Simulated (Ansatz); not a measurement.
The relaxed structure here is a generated cell of Ir: the first start was made by placing the elements on the sites of a structure type, and the end was not matched to a known phase here, so it may be hypothetical. Known forms of Ir include space group No. 225.

The end point of a relaxation of Ir. Space group I4/mmm (No. 139), AFLOW prototype A_tI2_139_a (A_a). Computed with r2SCAN (plane waves to 500 eV, PAW, scalar-relativistic; Ansatz, a program for electronic structure).

```xyz
1
Lattice="-1.6645 1.6645 1.3235 1.6645 -1.6645 1.3235 1.6645 1.6645 -1.3235" Properties=species:S:1:pos:R:3 pbc="T T T"
Ir     0.0000     0.0000     0.0000
```

```json
{
  "volume_per_atom": "14.67 Å³",
  "band_gap": "no gap (metallic)",
  "shortest_distances": "Ir–Ir 2.65 Å",
  "k-mesh": "22×22×22"
}
```

No spin polarisation in the result.

The run could not lower the symmetry of its start; a shaken copy of this end point relaxes with r2SCAN to Fm-3m (No. 225), 0.34 eV/atom lower.
